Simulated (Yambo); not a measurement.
Yambo run on AlP (wurtzite, space group P6_3mc, No. 186). The wavefunctions are LDA (Quantum ESPRESSO, PseudoDojo norm-conserving, 48 Ry, no spin-orbit coupling) ones on a 6×6×2 mesh (8 occupied bands); a = 3.8310 Å, b = 3.8310 Å, c = 6.2871 Å, α = 90.00°, β = 90.00°, γ = 120.00°.

Yambo input:

```
rim_cut
gw0
dyson
el_el_corr
HF_and_locXC
ppa
em1d
RandQpts= 1000000
RandGvec= 1 Ry
EXXRLvcs= 48 Ry
VXCRLvcs= 192 Ry
Chimod= "HARTREE"
% BndsRnXp
 1 | 136 |
%
NGsBlkXp= 4 Ry
% LongDrXp
 1.0 | 1.0 | 1.0 |
%
PPAPntXp= 27.2114 eV
% GbndRnge
 1 | 136 |
%
GTermKind= "none"
DysSolver= "n"
ExtendOut
% QPkrange
 1 | 1 | 8 | 9 |
 7 | 7 | 9 | 9 |
%
```

k points by index: 1 = Γ, 7 = M.

Resulting energies as the program prints them:

```
#    K-point    Band    Eo [eV]    E [eV]    E-Eo [eV]    Vxc [eV]    Vnlxc [eV]    Sc|Eo [eV]    Sc|E [eV]    dSc/dw|Eo [eV]    Re(Z)    Im(Z)
#
    1    8    0.000000    -0.467423    -0.467423    -11.89242    -13.97258    1.479752    1.612732    -7.739830    0.778550    -0.001629
    1    9    2.339901    2.698634    0.358734    -9.729605    -5.627668    -3.649487    -3.743203    -7.106083    0.792928    -0.001561
    7    9    1.787081    2.071530    0.284449    -8.897654    -4.986804    -3.554425    -3.626401    -6.882332    0.798132    -0.001548
```
(The two width columns are left out.) Convergence of these settings isn't established.

Geometry relaxed with LDA.

This is not the ordinary phase of the substance; no match was found in the copy of COD used, and its stability was not checked.
